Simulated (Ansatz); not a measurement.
Ga₃As₂P, ordered on the zincblende lattice (Imm2) with 6 atoms a cell, relaxed with r2SCAN. Space group Imm2 (No. 44), orthorhombic; conventional cell a = 3.955 Å, b = 11.865 Å, c = 5.593 Å, 21.87 Å³ an atom. P is surrounded by 4 Ga at 2.36–2.39 Å; Ga is surrounded by 2 P at 2.39 Å and 2 As at 2.45 Å; As is surrounded by 4 Ga at 2.44–2.45 Å; Ga is surrounded by 1 P at 2.36 Å and 3 As at 2.44–2.45 Å.

```
CELL_PARAMETERS angstrom
-1.97750 5.93264 2.79664
1.97750 -5.93264 2.79664
1.97750 5.93264 -2.79664
ATOMIC_POSITIONS crystal
P 0.00072 0.00072 0.00000
Ga 0.23910 0.73910 0.50000
As 0.33355 0.99958 0.33397
Ga 0.59324 0.75551 0.83772
As 0.66561 0.99958 0.66603
Ga 0.91779 0.75551 0.16228
```

4 runs of the plane-wave code Ansatz on this cell differ in the functional (and in the settings that go with it). Levels are in eV from each run's valence top; v1 is the last filled band, c1 the first empty one.

Run A, mean stress +0.7 GPa (compression positive):
```tsv
point	v5	v3	v1	c1	c2	c3
Γ	-2.40	-0.03	0.00	1.80	2.83	3.24
X	-2.91	-2.18	-0.37	2.10	2.34	3.62
F₀	-3.00	-2.70	-1.57	2.30	2.47	3.11
```

Run B, mean stress 0.0 GPa (compression positive):
```tsv
point	v5	v3	v1	c1	c2	c3
Γ	-2.28	-0.05	0.00	1.38	2.39	2.83
X	-2.79	-2.13	-0.36	1.77	1.92	3.10
F₀	-2.87	-2.60	-1.53	1.92	2.09	2.69
```

Run C, mean stress +0.4 GPa (compression positive):
```tsv
point	v5	v3	v1	c1	c2	c3
Γ	-2.44	-0.01	0.00	2.42	3.51	3.91
X	-2.94	-2.22	-0.37	2.77	3.01	4.30
F₀	-3.04	-2.74	-1.59	2.95	3.13	3.78
```

Run D, mean stress +2.7 GPa (compression positive):
```tsv
point	v5	v3	v1	c1	c2	c3
Γ	-2.20	-0.05	0.00	0.87	2.08	2.50
X	-2.69	-2.07	-0.35	1.49	1.64	2.71
F₀	-2.77	-2.51	-1.47	1.65	1.81	2.38
```

Task: Match the runs to PBE, r2SCAN, HSE06, PBE0.

Result: A is HSE06, B is r2SCAN, C is PBE0, D is PBE. In order of the gap: PBE 0.87, r2SCAN 1.38, HSE06 1.80, PBE0 2.42 eV. The stress vanishes for r2SCAN, which relaxed the cell.

Spin-unpolarised throughout. Whether this structure exists isn't addressed.

The runs are scalar-relativistic, without spin-orbit coupling.

The stress of a hybrid is loosely converged in these runs.
